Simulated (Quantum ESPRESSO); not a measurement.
Simulation results for Al₃GeAs₄ (made-up cell)

Computed with Quantum ESPRESSO 7.5. Calculation on a made-up crystal cell, not a measurement: periodic Kohn-Sham density functional theory in plane waves with PseudoDojo standard norm-conserving scalar-relativistic pseudopotentials, each functional with its own files (v0.5 for PBE, v0.4.1 for LDA and PBEsol), no spin polarisation, no spin-orbit coupling, atoms not relaxed, stress positive in tension, energies less a fixed whole-eV offset for each atom's element; levels are Kohn-Sham levels at fractions of this cell's reciprocal vectors, counted from the reference band (half the neutral cell's valence electrons, rounded up) at Gamma; error bars cover cutoff and k-mesh only, not smearing or the files; added strain carries the atoms with the cell, and shear is the tensor component; each bar is the largest change over components, and at least 0.002 eV, 0.002 eV per angstrom or 0.02 GPa; energies are for the whole cell, and the offsets were chosen from early runs and are not element reference energies.

Al₃GeAs₄ (made-up cell)

```xyz
8
Lattice="5.7195 0.0000 0.0000 0.0000 5.7195 0.0000 0.0000 0.0000 5.7195" Properties=species:S:1:pos:R:3 Al3GeAs4
Al    -0.0037    -0.0647    -0.0869
Al     0.0319     2.9075     2.8637
Al     2.9326    -0.0187     2.8163
Ge     2.8990     2.8295    -0.1306
As     1.5225     1.3158     1.3926
As     1.4873     4.2899     4.3352
As     4.3278     1.5929     4.3659
As     4.3204     4.3231     1.5933
```

```
lattice type         : zincblende/diamond
functional           : pbe
cutoff               : 1143 eV
fermi dirac smearing : 0.1 eV
scf tolerance        : 1e-07 eV
electrons removed    : 0
k mesh               : 6 x 6 x 6, shifted by half a step
pressure             : withheld
```

Atoms:
```
atoms element  atom site  atom energy offset (eV)
           Al          1                      -64
           Al          2                      -64
           Al          3                      -64
           Ge          4                    -2430
           As          5                    -2887
           As          6                    -2887
           As          7                    -2887
           As          8                    -2887
```

**Q.** What pressure does the calculation give for Al₃GeAs₄ (made-up cell)?
**A.** 3.1 GPa

**Q.** Give the table of levels values for Al₃GeAs₄ (made-up cell).
**A.** 
Levels:
```
level k point  next band up (eV)
        Gamma             0.6563
(1/2,1/2,1/2)              1.396
   (0.15,0,0)             0.9506
   (0,0.15,0)             0.9061
   (0,0,0.15)              1.061
```

Further results for Al₃GeAs₄ (made-up cell):

```
free energy less offsets : 3.826 eV
smearing term minus ts   : -0.06072 eV
scf iterations           : 10
stress xx                : -3.693 GPa
stress yy                : -3.083 GPa
stress zz                : -2.525 GPa
stress yz                : -0.3417 GPa
stress xz                : 1.279 GPa
stress xy                : 4.496 GPa
fermi level              : 1.133 eV
reference band           : 42
error bar energy         : 0.009893 eV
error bar stress         : 0.04523 GPa
error bar force          : 0.01182 eV/Å
error bar next band up   : 0.002 eV
error bar fermi level    : 0.03033 eV
error bars from          : tighter rerun of a related cell
```

Forces:
```
site  x (eV/Å)  y (eV/Å)   z (eV/Å)
   1    -0.298     0.431      0.901
   2    0.8695   -0.5857   -0.04543
   3   -0.3903    0.8419      1.391
   4   -0.7639    0.9766      2.603
   5   -0.9627    0.6037  -0.004543
   6   -0.3438    0.4736     -1.257
   7     1.297    -2.318     -1.787
   8    0.5922   -0.4237     -1.801
```
